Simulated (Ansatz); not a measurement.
Si:
```
Si
1.0
    0.00000     2.70105     2.70105
    2.70105     0.00000     2.70105
    2.70105     2.70105     0.00000
Si
2
Cartesian
  2.70105   2.70105   2.70105
  4.05157   4.05157   4.05157
```

Relaxed with LDA. Special points in fractions of this cell's reciprocal vectors: Γ (0.000, 0.000, 0.000); X (0.500, 0.000, 0.500); U (0.625, 0.250, 0.625); K (0.375, 0.375, 0.750); L (0.500, 0.500, 0.500); W (0.500, 0.250, 0.750).

**Question.** List the band energies nearest the valence-band maximum at these points for LDA in the plane-wave PAW code Ansatz.

**Answer.** In eV from the valence-band maximum; about four levels below and three above (degenerate sets whole), none deeper than 8.9 eV; points with the same levels are listed once.

```
k                    below                  above
-  -----------------------  ---------------------
Γ           0.00 0.00 0.00         2.53 2.53 2.53
X  -7.87 -7.87 -2.89 -2.89  0.58 0.58 10.11 10.11
U  -8.28 -7.28 -4.40 -2.46         1.08 4.06 7.47
L        -7.07 -1.21 -1.21         1.48 3.29 3.29
W  -7.70 -7.70 -3.94 -3.94    4.18 4.18 4.98 4.98
```

Space group Fd-3m (diamond). The LDA relaxation kept the symmetry of its start.

Potentials: the later of the program's two PAW sets.
